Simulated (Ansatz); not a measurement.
The following input was run with Ansatz 0.2.0.

```yaml
crystal:
  lattice:
    - [2.1943234574, 1.2668932388, 13.3181283422]
    - [-2.1943234574, 1.2668932388, 13.3181283422]
    - [0.0, -2.5337864776, 13.3181283422]
  atoms:
    - { symbol: Ge, position: [0.0, 0.0, 0.0] }
    - { symbol: Sb, position: [0.1404392872, 0.1404392872, 0.1404392872] }
    - { symbol: Sb, position: [0.8595607128, 0.8595607128, 0.8595607128] }
    - { symbol: Te, position: [0.4299540182, 0.4299540182, 0.4299540182] }
    - { symbol: Te, position: [0.5700459818, 0.5700459818, 0.5700459818] }
    - { symbol: Te, position: [0.2918971397, 0.2918971397, 0.2918971397] }
    - { symbol: Te, position: [0.7081028603, 0.7081028603, 0.7081028603] }
basis:
  ecutwfc: 420
kpoints:
  mp_grid: { grid: [12, 12, 12] }
hamiltonian:
  xc: pbesol
scf:
  occupations: { method: gaussian, width: 0.1 }
output:
  forces: true
  stress: true
  eigenvalues: true
relax:
  adjacent_minimum: "off"
  f_tol: 0.01
  max_steps: 30
  cell: { stress_tol: 0.1, fix: [volume] }
```

Run as
```bash
ansatz run input.yaml --threads 2 --pin off --max-ram 5120MiB --backend cpu --events-out ev --progress --plain --runs-dir out
```

All numbers below come from Ansatz 0.2.0, DFT PBEsol, scalar-relativistic, plane waves, PAW.

Abridged output (final results; tables in files aren't shown):

```
SCF 4 converged in 6 iterations: F = -44675.528408 eV  dr2 = 5.58e-11
SCF converged after 6 iterations
Free energy (F): -44675.528408 eV
Harris-Foulkes:  -44675.528408 eV  (|F-HF|=6.55e-11)
Internal energy: -44675.521923 eV  (E = F + TS)
E sigma→0 (E₀):  -44675.525165 eV
Entropy (-TS):   -0.006485 eV (-0.926 meV/atom)
Fermi energy:    8.650837 eV
--- Per-component energies (eV) ---
  E_band       = -1577.848566
  E_kinetic    = 1239.748325
  E_local      = -10665.002819  (includes V_loc(G=0)·N_el)
  E_nonlocal   = -89.908337
  E_hartree    = 5708.051506
  E_xc         = -839.729630
  E_vxc        = -669.439489  (∫ρ·V_xc dr)
  E_paw        = -29309.902648  (= ΣΔE_a)
  E_vpaw       = -2809.348554  (= ΣTr[D̂ρ^β])
  E_aug_tail   = -0.000474  (compensation charges beyond the density's cutoff)
  E_ewald      = -10721.858756
  E_core_change = 3.080911  (= ΣΔE_core)
  E_smearing   = -0.006485  (= −TS)
--- Forces (eV/Å), atoms counted from 1 ---
  atom   1  Ge     0.00000000     0.00000000     0.00000000
  atom   2  Sb     0.00000000     0.00000000     0.00049607
  atom   3  Sb     0.00000000     0.00000000    -0.00049607
  atom   4  Te     0.00000000     0.00000000     0.00266300
  atom   5  Te     0.00000000     0.00000000    -0.00266300
  atom   6  Te     0.00000000     0.00000000    -0.00453351
  atom   7  Te     0.00000000     0.00000000     0.00453351
--- Stress (GPa, compression-positive) ---
       -4.061341       0.000000       0.000000
        0.000000      -4.061341       0.000000
        0.000000       0.000000      -3.993054
  P = ⅓ Tr σ = -4.0386 GPa (-40.386 kbar)
--- Band table (eV; the first three rows and the last of 189) ---
  k-point 0: bands = ["-28.7976", "-28.7975", "-28.7927", "-28.7927", "-28.7927", "-28.7927", "-28.7864", "-28.7864", "-28.7864", "-28.7864", "-27.8758", "-27.8757", "-27.8704", "-27.8704", "-27.8694", "-27.8694", "-27.8529", "-27.8529", "-27.8529", "-27.8529", "-20.6025", "-20.6025", "-20.5842", "-20.5842", "-20.5746", "-20.5631", "-20.5631", "-20.5527", "-20.5422", "-20.5422", "-15.9232", "-15.9232", "-15.9216", "-15.9171", "-15.9171", "-4.3451", "-4.0023", "-3.1361", "-1.8906", "-0.8007", "1.5281", "2.2826", "6.3221", "6.4404", "6.4404", "6.5031", "6.5031", "6.5851", "7.4453", "7.4453", "7.6135", "7.6551", "7.6551", "8.5430", "8.8038", "8.8038", "9.2049", "9.8127", "9.8127", "9.9672", "10 ...
  k-point 1: bands = ["-28.7975", "-28.7975", "-28.7928", "-28.7928", "-28.7927", "-28.7927", "-28.7864", "-28.7864", "-28.7863", "-28.7863", "-27.8758", "-27.8756", "-27.8704", "-27.8704", "-27.8695", "-27.8694", "-27.8529", "-27.8529", "-27.8528", "-27.8528", "-20.6024", "-20.6019", "-20.5841", "-20.5836", "-20.5742", "-20.5634", "-20.5633", "-20.5530", "-20.5430", "-20.5422", "-15.9233", "-15.9232", "-15.9216", "-15.9171", "-15.9170", "-4.2893", "-3.9537", "-3.0833", "-1.8695", "-0.7843", "1.4396", "2.2067", "5.9041", "6.0188", "6.0702", "6.2480", "6.4327", "6.7321", "7.2275", "7.4059", "7.5305", "7.9270", "7.9479", "8.4404", "8.6978", "8.7467", "9.2336", "10.0926", "10.2235", "10.4414",  ...
  k-point 2: bands = ["-28.7974", "-28.7974", "-28.7928", "-28.7928", "-28.7928", "-28.7928", "-28.7864", "-28.7864", "-28.7861", "-28.7861", "-27.8757", "-27.8755", "-27.8705", "-27.8705", "-27.8696", "-27.8694", "-27.8529", "-27.8529", "-27.8527", "-27.8526", "-20.6019", "-20.6000", "-20.5840", "-20.5822", "-20.5728", "-20.5643", "-20.5636", "-20.5541", "-20.5451", "-20.5421", "-15.9237", "-15.9231", "-15.9214", "-15.9171", "-15.9167", "-4.1248", "-3.8115", "-2.9307", "-1.8128", "-0.7543", "1.1843", "1.9764", "4.9928", "5.4732", "5.7841", "5.9256", "6.1347", "6.4302", "6.6976", "7.0590", "7.3660", "7.9267", "8.2024", "8.5655", "8.8505", "9.0948", "9.1959", "10.5256", "10.5369", "10.9453",  ...
  k-point 188: bands = ["-28.7975", "-28.7975", "-28.7927", "-28.7927", "-28.7927", "-28.7927", "-28.7864", "-28.7864", "-28.7864", "-28.7864", "-27.8758", "-27.8757", "-27.8704", "-27.8704", "-27.8694", "-27.8694", "-27.8529", "-27.8529", "-27.8529", "-27.8529", "-20.6025", "-20.6025", "-20.5842", "-20.5842", "-20.5746", "-20.5631", "-20.5631", "-20.5527", "-20.5422", "-20.5422", "-15.9232", "-15.9232", "-15.9216", "-15.9171", "-15.9171", "-4.2650", "-4.1467", "-2.9120", "-2.2207", "-0.4745", "1.1260", "2.5767", "6.0359", "6.4486", "6.4486", "6.4947", "6.4947", "6.8993", "7.3672", "7.3672", "7.5084", "7.8232", "7.8232", "8.5797", "8.5797", "8.8201", "8.8321", "10.1536", "10.1536", "10.3162" ...
--- Relaxed structure (3 steps of the walk, 3 accepted, 1 SCFs on fresh bases) ---
  F+E_penalty+E_count = -44675.52840771 eV   max|allowed force component| = 4.534e-3 eV/Å   (the final SCF, on the basis selected at the relaxed cell)
  cell:  # Å, volume = 222.1443 Å³
    - [2.19447362, 1.26697993, 13.31630572]
    - [-2.19447362, 1.26697993, 13.31630572]
    - [0.0, -2.53395987, 13.31630572]
  atoms:
    - { symbol: Ge, position: [0.0, 0.0, 0.0] }
    - { symbol: Sb, position: [0.13964727, 0.13964727, 0.13964727] }
    - { symbol: Sb, position: [0.86035272, 0.86035272, 0.86035272] }
    - { symbol: Te, position: [0.43011458, 0.43011458, 0.43011458] }
    - { symbol: Te, position: [0.56988541, 0.56988541, 0.56988541] }
    - { symbol: Te, position: [0.29197521, 0.29197521, 0.29197521] }
    - { symbol: Te, position: [0.70802478, 0.70802478, 0.70802478] }
```

The relaxation met its thresholds.

Time: 95 s on 2 threads of AMD EPYC 9R45 96-Core Processor (Zen 5), on a shared host, peak memory 1.9 GiB.